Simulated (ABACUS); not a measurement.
Consider a self-consistent single point of WS2 (P6_3/mmc, 6 atoms in the cell; from Materials Project mp-224, changed as shown).

```
WS2
1.0
    3.15281     0.00000     0.00000
   -1.57640     2.73041     0.00000
    0.00000     0.00000    12.85025
W S
2 4
Direct
  0.33333   0.66667   0.25000
  0.66667   0.33333   0.75000
  0.33333   0.66667   0.62980
  0.66667   0.33333   0.37020
  0.66667   0.33333   0.12980
  0.33333   0.66667   0.87020
```

Method: PBE, PseudoDojo 0.5 standard norm-conserving PBE (tails mended) pseudopotentials (plane waves; ABACUS 3.10.1).

ABACUS settings:

KPT: Gamma 10 10 1 0 0 0
basis_type: pw
dft_functional: PBE
ecutwfc: 74 Ry
smearing_method: gaussian
smearing_sigma: 0.00367493 Ry
potentials: PseudoDojo 0.5 standard norm-conserving PBE (tails mended)
symmetry: 1
symmetry_prec: 1e-05
ks_solver: dav_subspace
scf_nmax: 100
scf_thr: 1.0e-09 Ry
mixing_type: broyden

Results:

| Property | Result |
|---|---|
| Number of valence electrons | 52 |
| Number of bands | 36 |
| Number of k-points after the program's reduction | 14 |
| Number of plane waves (most at a k-point) | 8058 |
| Number of SCF iterations | 10 |
| FFT grid | 36 × 36 × 135 |
| Free energy E − TS | -5330.6399 eV |
| Pressure | 6.75 GPa |
| Largest force (vector length) | 0.751 eV/Å |

Forces (eV/Å):
```
atom     Fx     Fy      Fz
----  -----  -----  ------
W1    0.000  0.000   0.000
W2    0.000  0.000   0.000
S3    0.000  0.000  -0.751
S4    0.000  0.000   0.751
S5    0.000  0.000  -0.751
S6    0.000  0.000   0.751
```

Stress (GPa, positive for compression):
```
5.97  0.00  0.00
0.00  5.97  0.00
0.00  0.00  8.31
```

For comparison: a first run was changed to give this one (volume scaled by 0.96), and from it to this one the free energy goes up by 16.1 meV/atom, the pressure goes from 0.14 to 6.75 GPa and the largest force goes from 0.004 to 0.751 eV/Å.

Spin-orbit coupling is left out, which matters for bands and gaps with elements this heavy. The structure comes from a collection of computed structures, made at another level of theory; the collection holds predicted forms beside known ones. Its lattice was then scaled.

Cost on one core: roughly 100 core-seconds.

“Tails mended”: in these copies of the files the far tail of each local potential was reset to the Coulomb form.
